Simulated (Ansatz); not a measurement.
SiNi2 in space group P6_3/mmc (No. 194; Si on 2d, Ni on 2c, Ni on 2a), r²SCAN in the plane-wave PAW code Ansatz, all energies at zero smearing, with the estimated change up to a 700 eV cutoff added, with one set of potentials and settings (totals compare only within such a set). Cell of 6 atoms (2 Si, 4 Ni): -24662.176 eV.

```tsv
element	reference phase	E (eV/atom)
Si	Fd-3m, 2 atoms in the cell	-639.0667
Ni	Fm-3m, 1 atoms in the cell, spin-polarised	-5845.2912
```

Formation energy per atom, worked out: (-24662.176 − 2×(-639.0667) − 4×(-5845.2912))/6 = -0.480 eV/atom (-46 kJ per mol of atoms), at 0 K, without zero-point energy or fitted corrections.

The workflow started from a Materials Project entry (that database holds measured and hypothetical structures alike); the Crystallography Open Database files this formula in space group No. 194, but the cells were not matched. Its standing as an ambient phase is unchecked. Symmetry was held in the r²SCAN relaxation; whether a distortion lowers the energy is not shown. No spin polarisation was allowed. The references are the lowest solids computed at this level, not always the standard phases.

Potentials: the later of the program's two PAW sets.
